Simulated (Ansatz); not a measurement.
HfAs in space group P6_3/mmc (No. 194; Hf on 4f, As on 2d, As on 2a), the program Ansatz at the PBE level (PAW), all energies at zero smearing, with the estimated change up to a 700 eV cutoff added, with one set of potentials and settings (totals compare only within such a set). Cell of 8 atoms (4 Hf, 4 As): -82321.334 eV.

```tsv
element	reference phase	E (eV/atom)
Hf	P6_3/mmc, 2 atoms in the cell	-15722.2087
As	R-3m, 2 atoms in the cell	-4856.1443
```

Formation energy per atom, worked out: (-82321.334 − 4×(-15722.2087) − 4×(-4856.1443))/8 = -0.990 eV/atom (-96 kJ per mol of atoms), at 0 K, without zero-point energy or fitted corrections.

The first step of the workflow began from a Materials Project structure, measured or hypothetical; the Crystallography Open Database copy checked does not list it. Whether it is the stable phase at ambient conditions was not checked. The cell was relaxed with PBE under the symmetry of its start; whether a distortion lowers the energy is not shown. No spin polarisation was allowed. The references are the lowest solids computed at this level, not always the standard phases. Scalar-relativistic: spin–orbit coupling is off unless named, which matters more the heavier the elements.

Potentials: the earlier of the program's two PAW sets.
